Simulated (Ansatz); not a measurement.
BN:
```cif
data_B2N2
_chemical_formula_sum 'B2 N2'
_space_group_name_H-M_alt 'P63/mmc'
_space_group_IT_number 194
_space_group_name_Hall '-P 6c 2c'
_cell_length_a 2.49881
_cell_length_b 2.49881
_cell_length_c 6.60091
_cell_angle_alpha 90.000
_cell_angle_beta 90.000
_cell_angle_gamma 120.000
loop_
_atom_site_label
_atom_site_type_symbol
_atom_site_symmetry_multiplicity
_atom_site_Wyckoff_symbol
_atom_site_fract_x
_atom_site_fract_y
_atom_site_fract_z
_atom_site_occupancy
B1 B 2 c 0.33333 0.66667 0.25000 1
N1 N 2 d 0.66667 0.33333 0.25000 1
```

Relaxed at zero pressure with DFT-r²SCAN+D4 in the program Ansatz with PAW potentials.

### Question
The volume is lowered by 9 % and shape and atoms relax at that volume. What pressure results, and how do the axes share the change?

### Answer
4.7 GPa; a -0.4 %, b -0.4 %, c -8.3 %; the energy rises by 10 meV/atom.

### Question
Give the new structure.

### Answer

Space group P6₃/mmc (No. 194); a = b = 2.490 Å, c = 6.051 Å, α = β = 90.00°, γ = 120.00°

| atom | site | symmetry | x | y | z |
|---|---|---|---|---|---|
| B | 2c | -6m2 | 0.3333 | 0.6667 | 0.2500 |
| N | 2d | -6m2 | 0.6667 | 0.3333 | 0.2500 |

The phase is kept; no other phase was compared at this pressure.

Space group P6_3/mmc. The r²SCAN+D4 relaxation kept the symmetry of its start.

Potentials: the later of the program's two PAW sets.
